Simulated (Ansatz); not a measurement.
# Energy over volume and axial ratio for Cu (fcc, Cu type)

Cu (fcc, Cu type), conventional cell a = b = c = 3.5638 Å, α = β = γ = 90.00°. The calculation uses the primitive cell of 1 atom, to which meshes and values per cell refer.

Two coordinates are scanned: the volume, and the ratio of the stretch along z (the conventional c axis) to the stretch across it. Atoms keep their fractional coordinates.

The numbers are results of PBEsol (plane waves to 420 eV, PAW, scalar-relativistic; Ansatz, a quantum-chemistry and plane-wave program), not measurements. k mesh 22×22×22 (Γ-centred), Fermi-Dirac smearing 0.05 eV. The energy includes the smearing's −TS. Compression counts positive. With partly filled bands, the response to shear is sensitive to the k mesh, so small differences along c/a are uncertain. Cu is run without spin polarisation. Cu was relaxed with its symmetry unable to fall. ΔE is measured from the relaxed starting cell.

ΔE (kJ/mol of atoms), with V/V₀ across and (c/a)/(c/a)₀ down:

```
(c/a)/(c/a)₀ \ V/V₀  0.960  0.980  1.000  1.020  1.040
-------------------  -----  -----  -----  -----  -----
0.960                  1.2    0.5    0.2    0.4    1.1
0.980                  1.1    0.3    0.1    0.3    0.9
1.000                  1.0    0.2    0.0    0.2    0.8
1.020                  1.1    0.3    0.1    0.3    0.9
1.040                  1.3    0.5    0.2    0.5    1.1
```

σzz (GPa), with V/V₀ across and (c/a)/(c/a)₀ down:

| (c/a)/(c/a)₀ \ V/V₀ | 0.960 | 0.980 | 1.000 | 1.020 | 1.040 |
|---|---|---|---|---|---|
| 0.960 | 9.4 | 5.3 | 1.6 | -1.7 | -4.6 |
| 0.980 | 8.5 | 4.5 | 0.8 | -2.4 | -5.2 |
| 1.000 | 7.6 | 3.6 | 0.0 | -3.2 | -6.0 |
| 1.020 | 6.6 | 2.6 | -0.9 | -4.0 | -6.8 |
| 1.040 | 5.6 | 1.6 | -1.8 | -4.9 | -7.6 |

Read from the data:

Shear modulus C′ = (C11 − C12)/2 (fit, atoms clamped): 33 GPa
Lowest place on the grid: V/V₀ = 1.000, (c/a)/(c/a)₀ = 1.000 (0 meV/atom)
Highest place on the grid: V/V₀ = 0.960, (c/a)/(c/a)₀ = 1.040 (13 meV/atom)

(A scan under strain: stresses follow from slopes of the energy per volume, elastic moduli from its curvatures.)
